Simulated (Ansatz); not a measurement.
CoSi2 in space group P6/mmm (No. 191; Co on 1a, Si on 2d) at seven volumes, plane-wave PAW PBEsol (Ansatz code), shape and atoms relaxed at each. One row is withheld.

| V (Å³/atom) | P (GPa) |
|---|---|
| 11.044 | 19.00 |
| 11.408 | 11.61 |
| 11.772 | ? |
| 12.136 | 0.00 |
| 12.500 | -4.50 |
| 12.864 | -8.30 |
| 13.229 | -11.49 |

Q: Fit the shown pressures and predict the withheld one.

A: Third-order Birch–Murnaghan: P = (3/2)B₀(x^(7/2) − x^(5/2))[1 + (3/4)(B′ − 4)(x − 1)] with x = (V₀/V)^(2/3). Least squares on the six rows gives V₀ = 12.136 Å³/atom, B₀ = 162.5 GPa, B′ = 4.57. At V = 11.772, x = 1.0205 and P = 5.31 GPa. The run itself gave 5.32 GPa.

A made-up cell: these elements were put on the sites of a structure type; neither database checked (COD, Materials Project) lists it. It is not the phase usual at ambient conditions (space group No. 225). The PBEsol relaxation kept the symmetry of its start. At this level the phase is dynamically unstable (imaginary phonons). The workflow began spin-polarised and lost its moments. The cell computed holds one magnetic atom, so no antiferromagnetic order was within reach.

Potentials: the earlier of the program's two PAW sets. The files were generated under PBE; for other functionals the program regenerates the frozen cores, and for LDA and PBEsol the local potential too.
